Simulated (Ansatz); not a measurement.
## Trial structures of W2Br2F: starts and ends

These are results of DFT PBE, scalar-relativistic, plane waves, PAW in Ansatz 0.2.0, not measurements. All cells share a 420 eV cutoff and Γ-centred k meshes spaced at most about 0.3 Å⁻¹ (about 0.25 or finer for metals, 2π included). No spin polarisation in the final relaxations.

Each guess was relaxed in cell and atoms at zero pressure, within the symmetry of its start. All energies are static (0 K, no zero-point motion). Coordination counts Br or F atoms around W (for each partner element, those within 1.25 times its shortest distance or 1.15 times the sum of covalent radii, where it is the nearest in units of that sum or under 1.3; a plus sign parts groups by distance over the sum of covalent radii).

```tsv
guess	made from	start group	V start (Å³/atom)	end group	V end (Å³/atom)	coordination at the end	gap on mesh (eV)	E over the lowest end (meV/atom)
1	BaAs2Pd2 type	P4/mmm	22.2	P4/mmm	19.7	W 4	0	0
2	BaB2Ir2 type	I4/mmm	25.1	I4/mmm	19.1	W 4+1	0	23
3	random cell	P6/mmm	28.0	P6/mmm	31.5	W 1	0	1150
4	random cell	P6/mmm	23.1	P6/mmm	26.6	W 9	0	718
5	Ba2ZnN2 type	I4/mmm	23.6	?	?	?	?	?
6	KCu2Se2 type	I4/mmm	20.8	I4/mmm	20.1	W 4	0	118
```

Guess 5 as it starts:

```yaml
crystal:
  lattice:
    - [-2.11053, 2.11053, 6.63609]
    - [2.11053, -2.11053, 6.63609]
    - [2.11053, 2.11053, -6.63609]
  atoms:
    - { symbol: W, position: [0.34430, 0.34430, 0.00000] }
    - { symbol: W, position: [0.65570, 0.65570, 0.00000] }
    - { symbol: Br, position: [0.14110, 0.14110, 0.00000] }
    - { symbol: Br, position: [0.85890, 0.85890, 0.00000] }
    - { symbol: F, position: [0.00000, 0.00000, 0.00000] }
```

Task: Fill in the missing row: what does this guess relax into, and where does it rank?

Result: It ends in space group I4/mmm (No. 139), with a = 3.298 Å, c = 19.116 Å, 20.8 Å³/atom and no gap. It lies 278 meV/atom over the lowest end, above guess 6 and below guess 4. Counting Br or F atoms around W, this end has W 4+4 and the lowest (guess 1) has W 4.

```
W Br F
1.0
    -1.64905    1.64905    9.55793
     1.64905   -1.64905    9.55793
     1.64905    1.64905   -9.55793
W Br F
2 2 1
Cartesian
  0.0000 0.0000 8.4010
  0.0000 0.0000 10.7148
  0.0000 0.0000 2.8601
  0.0000 0.0000 16.2558
  0.0000 0.0000 0.0000
```

Formation energies are uncorrected and refer to the elements' standard structures at the same level (F₂ as a molecule). The references include crystalline Br.

Task: Is the lowest end bound against the elements?

Result: No: its formation energy is +0.28 eV/atom. The separate elements lie lower, so it is unstable against them.

No dispersion correction is applied, so the spacing and binding between layers, chains or molecules are poorly described (P4/mmm, I4/mmm at 20.1 Å³/atom, I4/mmm at 20.8 Å³/atom, P6/mmm at 31.5 Å³/atom), and this can change margins and order among such cells. These runs have no spin–orbit coupling, which can matter for W. In P4/mmm, I4/mmm at 19.1 Å³/atom, I4/mmm at 20.1 Å³/atom, I4/mmm at 20.8 Å³/atom, P6/mmm at 26.6 Å³/atom and others an odd number of electrons in the primitive cell allows no gap without spin; a larger cell or a magnetic state could open one. A magnetic state wasn't ruled out in cells without spin, among them P4/mmm, I4/mmm at 19.1 Å³/atom, I4/mmm at 20.1 Å³/atom, I4/mmm at 20.8 Å³/atom, P6/mmm at 26.6 Å³/atom and others. The reference form of Br is held partly by dispersion forces, which this level lacks. Cells relaxed within their symmetry can be saddle points. A lower structure may well exist outside this small set. Some structure types and database cells were kept out of the candidates from the start, so a known form may be missing.
